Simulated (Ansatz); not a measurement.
Input:

Nb:
```
CELL_PARAMETERS angstrom
      0.00000     2.10688     2.10688
      2.10688     0.00000     2.10688
      2.10688     2.10688     0.00000
ATOMIC_POSITIONS crystal
  Nb 0.00000 0.00000 0.00000
```

This is the r²SCAN-relaxed structure.

Q: All from plane-wave PAW r²SCAN (Ansatz code), unless another level is named. Give the density of states at the Fermi level.

A: 1.3 states/eV per atom (mean over ±0.08 eV).

Q: Next, the gap with spin–orbit coupling?

A: none (metallic).

Space group Fm-3m (fcc (Cu type)). The workflow started from an entry of the Crystallography Open Database (COD), which files this formula under 2 space groups. It is not the phase usual at ambient conditions (space group No. 229). The r²SCAN relaxation kept the symmetry of its start. At this level the phase is mechanically unstable. The run is not spin-polarised. Scalar-relativistic: spin–orbit coupling is off unless named, which matters more the heavier the elements.

Potentials: the earlier of the program's two PAW sets.
